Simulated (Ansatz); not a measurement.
Strain response of Al₂InN₃

All numbers below come from DFT PBE, scalar-relativistic, plane waves, PAW in Ansatz. Settings: 420 eV cutoff, 6×6×6 k-mesh, Gaussian smearing of 0.02 eV, no spin polarisation.

Reference structure (relaxed):

```
Al In N
1.0
     4.91700   -2.82772    0.00000
     4.91700    2.82772    0.00000
     0.00000    0.00000    5.24941
Al In N
4 2 6
Direct
  0.00843 0.33487 0.99174
  0.66513 0.99157 0.99174
  0.99157 0.66513 0.49174
  0.33487 0.00843 0.49174
  0.32208 0.67792 0.98700
  0.67792 0.32208 0.48700
  0.03669 0.33362 0.35573
  0.66638 0.96331 0.35573
  0.96331 0.66638 0.85573
  0.33362 0.03669 0.85573
  0.29832 0.70168 0.40606
  0.70168 0.29832 0.90606
```

Deformation: c alone is stretched, the rest of the cell is held and the atoms relax, all within the symmetry that the strain leaves. Energies are extrapolated to zero smearing. Gaps are Kohn–Sham gaps over the whole zone.

| strain (%) | ΔE (meV/atom) | a (Å) | b (Å) | c (Å) | gap (eV) |
| --- | --- | --- | --- | --- | --- |
| -4.0 | 19.0 | 5.672 | 5.672 | 5.039 | 2.24 |
| -2.0 | 4.7 | 5.672 | 5.672 | 5.144 | 2.20 |
| +0.0 | 0.0 | 5.672 | 5.672 | 5.249 | 2.16 |
| +2.0 | 4.6 | 5.672 | 5.672 | 5.354 | 2.05 |
| +4.0 | 18.2 | 5.672 | 5.672 | 5.459 | 1.88 |

Task: What stiffness (1/V) d²E/dε² at zero strain does a cubic fit over all points give?

Result: A cubic fit gives (1/V) d²E/dε² = 306 GPa at zero strain (the elastic constant along c at held a and b).

Task: How fast does the gap move with strain on either side?

Result: -21 meV per percent on the compressed side and -55 meV per percent on the stretched side; it is direct at -2.0 %, direct at zero and direct at +2.0 %.